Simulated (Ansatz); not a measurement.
NaF:
```
CELL_PARAMETERS angstrom
      0.00000     2.35046     2.35046
      2.35046     0.00000     2.35046
      2.35046     2.35046     0.00000
ATOMIC_POSITIONS crystal
  Na 0.00000 0.00000 0.00000
  F  0.50000 0.50000 0.50000
```

Relaxed with PBE.

### Question
Which orbitals make up the states near the band edges in PBE (plane waves, PAW; program Ansatz)?

### Answer
Top 1 eV of the valence band: F 2p 98 %. Bottom 1 eV of the conduction band: Na 3s 76 %, F 2s 16 %. Projections are on Löwdin-orthogonalised atomic valence shells; empty p or d shells of many metals are not among them.

### Question
Tabulate the density of states.

### Answer
States/eV per cell of 2 atoms, in 0.25 eV bins, energy from the valence-band maximum.

```
E (eV)  total  F 2p  Na 3s  F 2s
------  -----  ----  -----  ----
-1.60    0.00  0.00   0.00  0.00
-1.35    1.24  1.14   0.10  0.00
-1.10    5.18  4.84   0.27  0.01
-0.85    1.59  1.50   0.07  0.01
-0.60    3.24  3.16   0.03  0.00
-0.35    9.20  9.10   0.02  0.00
-0.10    3.54  3.52   0.00  0.00
0.15     0.00  0.00   0.00  0.00
0.40     0.00  0.00   0.00  0.00
0.65     0.00  0.00   0.00  0.00
0.90     0.00  0.00   0.00  0.00
1.15     0.00  0.00   0.00  0.00
1.40     0.00  0.00   0.00  0.00
1.65     0.00  0.00   0.00  0.00
1.90     0.00  0.00   0.00  0.00
2.15     0.00  0.00   0.00  0.00
2.40     0.00  0.00   0.00  0.00
2.65     0.00  0.00   0.00  0.00
2.90     0.00  0.00   0.00  0.00
3.15     0.00  0.00   0.00  0.00
3.40     0.00  0.00   0.00  0.00
3.65     0.00  0.00   0.00  0.00
3.90     0.00  0.00   0.00  0.00
4.15     0.00  0.00   0.00  0.00
4.40     0.00  0.00   0.00  0.00
4.65     0.00  0.00   0.00  0.00
4.90     0.00  0.00   0.00  0.00
5.15     0.00  0.00   0.00  0.00
5.40     0.00  0.00   0.00  0.00
5.65     0.00  0.00   0.00  0.00
5.90     0.00  0.00   0.00  0.00
6.15     0.01  0.00   0.01  0.00
6.40     0.04  0.00   0.03  0.01
6.65     0.06  0.00   0.05  0.01
6.90     0.08  0.01   0.06  0.01
7.15     0.10  0.01   0.08  0.01
7.40     0.12  0.01   0.09  0.02
7.65     0.14  0.01   0.11  0.02
7.90     0.16  0.01   0.12  0.02
8.15     0.18  0.02   0.14  0.02
8.40     0.20  0.02   0.16  0.02
8.65     0.23  0.02   0.18  0.02
8.90     0.25  0.02   0.20  0.02
9.15     0.28  0.02   0.23  0.02
9.40     0.31  0.03   0.25  0.02
9.65     0.34  0.03   0.27  0.02
9.90     0.37  0.03   0.30  0.01
10.15    0.41  0.03   0.32  0.01
10.40    0.48  0.03   0.33  0.01
10.65    0.54  0.02   0.33  0.01
10.90    0.52  0.02   0.30  0.01
```

Space group Fm-3m (rock salt). Symmetry was held in the PBE relaxation; phonons on a q-mesh show no instability.

Potentials: the later of the program's two PAW sets.
